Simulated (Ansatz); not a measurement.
BN:
```cif
data_B2N2
_chemical_formula_sum 'B2 N2'
_space_group_name_H-M_alt 'P 1'
_space_group_IT_number 1
_cell_length_a 2.48831
_cell_length_b 2.48831
_cell_length_c 6.49510
_cell_angle_alpha 90.000
_cell_angle_beta 90.000
_cell_angle_gamma 120.000
loop_
_space_group_symop_operation_xyz
  'x, y, z'
loop_
_atom_site_label
_atom_site_type_symbol
_atom_site_fract_x
_atom_site_fract_y
_atom_site_fract_z
_atom_site_occupancy
B1 B 0.66667 0.33333 0.25000 1
N1 N 0.33333 0.66667 0.25000 1
B2 B 0.33333 0.66667 0.75000 1
N2 N 0.66667 0.33333 0.75000 1
```

Relaxed with LDA.

Q: Give the optical modes at the zone centre with their infrared and Raman activity from DFPT, the program Ansatz at the LDA level (PAW).

A: Transverse frequencies, without the LO–TO term; a row sums one degenerate level.

| ω (cm⁻¹) | degeneracy | IR ((D/Å)²/amu) | Raman (Å⁴/amu) | activity | symmetry |
|---|---|---|---|---|---|
| 50 | 2 | 0.00 | 0.084 | Raman | E2g |
| 113 | 1 | 0.00 | 0 | silent | B1g |
| 752 | 1 | 4.88 | 0 | IR | A2u |
| 811 | 1 | 0.00 | 0 | silent | B1g |
| 1386 | 2 | 0.00 | 740 | Raman | E2g |
| 1386 | 2 | 110.83 | 0 | IR | E1u |

Q: How high does the top mode go among those that the LO–TO term moves?

A: 1617 cm⁻¹ for q along x, 1617 cm⁻¹ for q along y, 819 cm⁻¹ for q along z.

Space group P6_3/mmc. The cell was relaxed with LDA under the symmetry of its start. A crystal of weakly bound layers computed without a dispersion correction: the cell and the soft elastic constants depend strongly on that.

Potentials: the earlier of the program's two PAW sets. The files were generated under PBE; for other functionals the program regenerates the frozen cores, and for LDA and PBEsol the local potential too.
